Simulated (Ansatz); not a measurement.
MgTe (NiAs type, P6_3/mmc), the program Ansatz at the LDA level (PAW), all energies at zero smearing, with the estimated change up to a 700 eV cutoff added, with one set of potentials and settings (totals compare only within such a set). Cell of 4 atoms (2 Mg, 2 Te): -17461.057 eV.

| element | reference phase | E (eV/atom) |
|---|---|---|
| Mg | P6_3/mmc, 2 atoms in the cell | -1901.6031 |
| Te | P3_121, 3 atoms in the cell | -6827.2001 |

Formation energy per atom, worked out: (-17461.057 − 2×(-1901.6031) − 2×(-6827.2001))/4 = -0.863 eV/atom (-83 kJ per mol of atoms), at 0 K, without zero-point energy or fitted corrections.

The first step of the workflow began from a Materials Project structure, measured or hypothetical; the Crystallography Open Database copy checked does not list it. COD files the formula under space group No. 186. Whether it is the stable phase at ambient conditions was not checked. Symmetry was held in the LDA relaxation; whether a distortion lowers the energy is not shown. The references are the lowest solids computed at this level, not always the standard phases. Spin–orbit coupling is left out wherever it is not named.

Potentials: the later of the program's two PAW sets.
